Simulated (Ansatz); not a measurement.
**Cs2Co3S4, several self-consistent solutions**

```yaml
crystal:
  lattice:
    - [-2.85600, 5.61550, 6.93950]
    - [2.85600, -5.61550, 6.93950]
    - [2.85600, 5.61550, -6.93950]
  atoms:
    - { symbol: Cs, position: [0.12050, 0.23360, 0.35410] }
    - { symbol: Cs, position: [0.87950, 0.76640, 0.64590] }
    - { symbol: Cs, position: [0.37950, 0.73360, 0.11310] }
    - { symbol: Cs, position: [0.62050, 0.26640, 0.88690] }
    - { symbol: Co, position: [0.48190, 0.25000, 0.23190] }
    - { symbol: Co, position: [0.01810, 0.25000, 0.76810] }
    - { symbol: Co, position: [0.51810, 0.75000, 0.76810] }
    - { symbol: Co, position: [0.98190, 0.75000, 0.23190] }
    - { symbol: Co, position: [0.25000, 0.75000, 0.50000] }
    - { symbol: Co, position: [0.75000, 0.25000, 0.50000] }
    - { symbol: S, position: [0.52580, 0.38220, 0.59020] }
    - { symbol: S, position: [0.79200, 0.93560, 0.40980] }
    - { symbol: S, position: [0.97420, 0.56440, 0.85640] }
    - { symbol: S, position: [0.70800, 0.11780, 0.14360] }
    - { symbol: S, position: [0.47420, 0.61780, 0.40980] }
    - { symbol: S, position: [0.20800, 0.06440, 0.59020] }
    - { symbol: S, position: [0.02580, 0.43560, 0.14360] }
    - { symbol: S, position: [0.29200, 0.88220, 0.85640] }
```

Computed with plane-wave PAW DFT (Ansatz 0.2.0): r2SCAN, 500 eV cutoff, 4×4×4 Γ-centred mesh, fermi-dirac occupations of width 0.050 eV. The atoms are fixed and numbered as listed; spin is collinear, without spin-orbit coupling.

The cycle has several fixed points for this cell. Moments (μB):

| state | Co5 | Co6 | Co7 | Co8 | Co9 | Co10 | other atoms together | size of the net moment a cell |
| --- | --- | --- | --- | --- | --- | --- | --- | --- |
| A | 2.23 | 2.23 | -2.23 | -2.23 | -2.31 | 2.31 | 0.00 | 0.00 |
| B | 2.22 | 2.22 | -2.22 | -2.22 | 2.31 | -2.31 | 0.00 | 0.00 |
| C | -2.30 | -2.16 | -2.29 | 2.27 | 2.27 | 2.26 | -0.03 | 0.00 |
| D | 0.00 | 0.00 | 0.00 | 0.00 | 0.00 | 0.00 | 0.00 | 0.00 |
| E | 2.41 | 2.41 | 2.41 | 2.41 | 2.41 | 2.41 | 1.61 | 17.98 |
| F | 2.34 | -2.34 | 2.34 | -2.34 | 2.29 | -2.29 | 0.00 | 0.00 |

Site moments are taken in small spheres that don't touch (radius about 0.4 of the atom's shortest bond), so those of the magnetic atoms read low, and they needn't add up to the net moment. State D was run without spin polarisation.

Which state has the lowest energy at zero smearing, and how far up are the others?

State B (antiparallel, compensated) is lowest; C (antiparallel, compensated) lies 5.4 meV above it, A (antiparallel, compensated) lies 6.4 meV above it, F (antiparallel, compensated) lies 26 meV above it, E (parallel moments) lies 49 meV above it, D (without moments) lies 345 meV above it, all counted an atom of the cell.

Which states have a gap on the mesh, and what pressure does each exert on this cell?

A: gap 0.83 eV, -0.8 GPa; B: gap 0.85 eV, -0.9 GPa; C: gap 0.47 eV, -0.8 GPa; D: no gap, -8.3 GPa; E: a narrow gap at most, 0.3 GPa; F: gap 0.37 eV, -0.4 GPa (positive in compression). Moments take up room: without them the pressure is lower, so that state wants a smaller cell.

What does magnetism gain here?

345 meV an atom of the cell, or 1034 meV for each Co atom, against state D, which has none. A run without spin would miss this and give wrong energies and forces. That state isn't the paramagnet, which keeps its moments, so this is no ordering energy.

Of 5 runs begun from atoms with typed moments, each in a different pattern, 1 ended in state B: one start isn't enough to call a state the ground state.

The cell is that of a Crystallography Open Database entry, unchanged.

Caveats: only orders that fit this cell and collinear spins were tried, so the true order may need a larger cell or canted moments; atoms and cell are not relaxed, and each state would relax in its own way; semilocal functionals without U often misplace the states of 3d oxides, halides and chalcogenides; the k mesh is coarse, so differences of a few meV are uncertain where a state is a metal; one start a pattern, so a lower state of the same pattern may exist.
